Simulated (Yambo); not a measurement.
G0W0@PBEsol for MgZnO2 (space group P3m1, No. 156) in Yambo. Reference settings: 6×6×4 Γ-centred k mesh, bands 6 to 124 and a 10 Ry block in the screening, 124 bands in G with the Bruneval-Gonze terminator, plasmon pole fitted at 27.2 eV. The PBEsol gap Γ → Γ on this mesh is 1.76 eV; G0W0 gaps are taken between the same points.

With and without the terminator, as bands are cut:

```tsv
bands in G (in W)	gap, terminator (eV)	gap, none (eV)	valence shift, terminator (eV)	valence shift, none (eV)
50 (124)	3.626	3.290	-1.244	-0.587
82 (124)	3.588	3.362	-1.215	-0.832
124 (124)	3.573	3.428	-1.201	-0.973
```

Over this range the gap spans 0.053 eV with the terminator and 0.138 eV without, the valence shift 0.043 eV and 0.386 eV. Neither column has reached its limit for certain.

Geometry relaxed with PBEsol; primitive cell a = 3.263 Å, b = 3.263 Å, c = 5.120 Å, α = 90.00°, β = 90.00°, γ = 120.00°.

The structure is a Materials Project entry; no match was found in the copy of COD used, and its stability was not checked.

A shift is the quasiparticle energy of the state minus its PBEsol energy.
